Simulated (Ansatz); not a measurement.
Relaxed-ion elastic tensor of Si in space group P4_32_12 (No. 96; Si on 4a, Si on 8b) in GPa (Voigt order), r²SCAN (plane waves, PAW; program Ansatz); density 2.54 g/cm³, 18.36 Å³ per atom.

```json
[
 {"": "1", "1": "210", "2": "31.5", "3": "39.5", "4": "0.0", "5": "0.0", "6": "0.0"},
 {"": "2", "1": "31.5", "2": "210", "3": "39.5", "4": "0.0", "5": "0.0", "6": "0.0"},
 {"": "3", "1": "39.5", "2": "39.5", "3": "128", "4": "0.0", "5": "0.0", "6": "0.0"},
 {"": "4", "1": "0.0", "2": "0.0", "3": "0.0", "4": "71.9", "5": "0.0", "6": "0.0"},
 {"": "5", "1": "0.0", "2": "0.0", "3": "0.0", "4": "0.0", "5": "71.9", "6": "0.0"},
 {"": "6", "1": "0.0", "2": "0.0", "3": "0.0", "4": "0.0", "5": "0.0", "6": "58.2"}
]
```

Q: Is the crystal mechanically stable?

A: Yes: the smallest eigenvalue of C is 58.2 GPa.

Q: Work out the Voigt, Reuss and Hill averages.

A: K_V = 85.5, K_R = 82.0, K_H = 83.8; G_V = 69.6, G_R = 67.0, G_H = 68.3 GPa.

Q: Give Young's modulus, Poisson's ratio, Pugh's ratio and the universal anisotropy index.

A: E = 9KG/(3K + G) = 161 GPa; ν = 0.18; K/G = 1.23 (brittle by the Pugh limit of 1.75); A_U = 5G_V/G_R + K_V/K_R − 6 = 0.23.

Q: Estimate the sound speeds and the Debye temperature.

A: v_l = √((K + 4G/3)/ρ) = 8300 m/s, v_t = √(G/ρ) = 5190 m/s, mean 5710 m/s; Θ = (h/k)(3n/4πV)^(1/3) v_m = 645 K.

Q: How much does each axis shrink under pressure?

A: Linear compressibilities β_i = Σ_j S_ij (j = 1 to 3): x 3.2, y 3.2, z 5.8 per TPa.

The start of the workflow was typed in or built on a structure type; neither database checked (COD, Materials Project) lists it. It is not the phase usual at ambient conditions (space group No. 227). The cell was relaxed with r²SCAN under the symmetry of its start; whether a distortion lowers the energy is not shown.

Potentials: the earlier of the program's two PAW sets.
